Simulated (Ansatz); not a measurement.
BeRh (CsCl type, Pm-3m) under volume change, LDA in the plane-wave PAW code Ansatz, scaled uniformly.

```csv
V (Å³/atom),E − E(relaxed) (meV/atom),P (GPa)
9.263,74.3,28.30
9.568,___,___
9.873,7.4,7.93
10.179,0.0,0.01
10.484,6.6,-6.72
10.789,25.0,-12.43
11.095,___,___
```

Problem. Complete the blanks.

Solution. 
- 11.095, E − E(relaxed) (meV/atom): 53.4
- 11.095, P (GPa): -17.28
- 9.568, E − E(relaxed) (meV/atom): 31.1
- 9.568, P (GPa): 17.28

Problem. What does a third-order Birch–Murnaghan fit give for V₀, B₀ and B′?

Solution. V₀ = 10.18 Å³/atom, B₀ = 243 GPa, B′ = 4.5.

The workflow started from a Materials Project entry (that database holds measured and hypothetical structures alike); the Crystallography Open Database copy checked does not list it. With Be and Rh taken as one species the cell has the higher symmetry Im-3m, so it may be an ordered model of a mixed-site phase. Whether it is the stable phase at ambient conditions was not checked. The LDA relaxation kept the symmetry of its start; of distortions, only those at the zone centre were tested. The run is not spin-polarised.

Potentials: the later of the program's two PAW sets.
